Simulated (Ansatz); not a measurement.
RuS2:
```
RuS2
1.0
    5.63192     0.00000     0.00000
    0.00000     5.63192     0.00000
    0.00000     0.00000     5.63192
Ru S
4 8
Direct
  0.00000   0.00000   0.00000
  0.50000   0.00000   0.50000
  0.50000   0.50000   0.00000
  0.00000   0.50000   0.50000
  0.38791   0.38791   0.38791
  0.11209   0.61209   0.88791
  0.88791   0.11209   0.61209
  0.61209   0.88791   0.11209
  0.61209   0.61209   0.61209
  0.88791   0.38791   0.11209
  0.11209   0.88791   0.38791
  0.38791   0.11209   0.88791
```

Tensor components refer to the Cartesian frame of this cell.

**Question.** Give the high-frequency dielectric tensor and the Born effective charge tensors of the independent atoms from DFPT, the program Ansatz at the r²SCAN level (PAW).

**Answer.** 
ε∞:
```
14.5  0.00  0.00
0.00  14.5  0.00
0.00  0.00  14.5
```
Z* of atom 1 (Ru), rows: field, columns: displacement, in e:
```
-3.74  -0.42  -0.19
-0.19  -3.74  -0.42
-0.42  -0.19  -3.74
```
Z* of atom 5 (S), rows: field, columns: displacement, in e:
```
1.87  0.26  0.14
0.14  1.87  0.26
0.26  0.14  1.87
```

Static charges for comparison (Bader): Ru1 +0.67, S5 -0.33 e. Born charges measure polarisation by displacement and can exceed these by far.

Space group Pa-3. The r²SCAN relaxation kept the symmetry of its start. No spin polarisation was allowed. Scalar-relativistic: spin–orbit coupling is off unless named, which matters more the heavier the elements.

Potentials: the later of the program's two PAW sets.
